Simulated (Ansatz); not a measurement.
C$_{9}$H$_{8}$CoF$_{6}$N$_{4}$O$_{2}$Si:
```yaml
crystal:
  lattice:
    - [6.69389, 0.00000, 0.00000]
    - [0.00000, 6.69389, 0.00000]
    - [0.00000, 0.00000, 7.95289]
  atoms:
    - { symbol: Co, position: [0.00000, 0.00000, 0.00000] }
    - { symbol: Si, position: [0.00000, 0.00000, 0.50000] }
    - { symbol: F, position: [0.00000, 0.00000, 0.27915] }
    - { symbol: F, position: [0.00000, 0.00000, 0.72085] }
    - { symbol: F, position: [0.17897, 0.17897, 0.50000] }
    - { symbol: F, position: [0.17897, 0.82103, 0.50000] }
    - { symbol: F, position: [0.82103, 0.17897, 0.50000] }
    - { symbol: F, position: [0.82103, 0.82103, 0.50000] }
    - { symbol: N, position: [0.70898, 0.00000, 0.00000] }
    - { symbol: N, position: [0.29102, 0.00000, 0.00000] }
    - { symbol: C, position: [0.60357, 0.00000, 0.14466] }
    - { symbol: H, position: [0.68467, 0.00000, 0.26286] }
    - { symbol: C, position: [0.60357, 0.00000, 0.85534] }
    - { symbol: H, position: [0.68467, 0.00000, 0.73714] }
    - { symbol: C, position: [0.39643, 0.00000, 0.14466] }
    - { symbol: H, position: [0.31533, 0.00000, 0.26286] }
    - { symbol: C, position: [0.39643, 0.00000, 0.85534] }
    - { symbol: H, position: [0.31533, 0.00000, 0.73714] }
    - { symbol: N, position: [0.00000, 0.70898, 0.00000] }
    - { symbol: N, position: [0.00000, 0.29102, 0.00000] }
    - { symbol: C, position: [0.00000, 0.60357, 0.14466] }
    - { symbol: H, position: [0.00000, 0.68467, 0.26286] }
    - { symbol: C, position: [0.00000, 0.60357, 0.85534] }
    - { symbol: H, position: [0.00000, 0.68467, 0.73714] }
    - { symbol: C, position: [0.00000, 0.39643, 0.14466] }
    - { symbol: H, position: [0.00000, 0.31533, 0.26286] }
    - { symbol: C, position: [0.00000, 0.39643, 0.85534] }
    - { symbol: H, position: [0.00000, 0.31533, 0.73714] }
    - { symbol: C, position: [0.50000, 0.50000, 0.50000] }
    - { symbol: O, position: [0.50000, 0.50000, 0.64712] }
    - { symbol: O, position: [0.50000, 0.50000, 0.35288] }
```
The run is spin-polarised, in the one order tried: ferromagnetic.

This is the PBE+D3(BJ)-relaxed structure.

**Question.** All from PBE+D3(BJ) in the plane-wave PAW code Ansatz, unless another level is named. Predict the Bader charges.

**Answer.** Co +1.18, Si +3.33, F -0.85, N -1.17, C +0.47 to +2.25, H +0.20, O -1.13 e.

**Question.** Give the net moment.

**Answer.** 0.03 μB per atom.

Space group P4/mmm. The cell is a constructed one: a structure type filled with these elements; neither database checked (COD, Materials Project) lists it. Whether it is the stable phase at ambient conditions was not checked. The PBE+D3(BJ) relaxation kept the symmetry of its start; whether a distortion lowers the energy is not shown. Magnetic state: ferromagnetic, the only order run, not a proven ground state. The cell computed holds one magnetic atom, so no antiferromagnetic order was within reach. No Hubbard U is applied.

Potentials: the later of the program's two PAW sets.
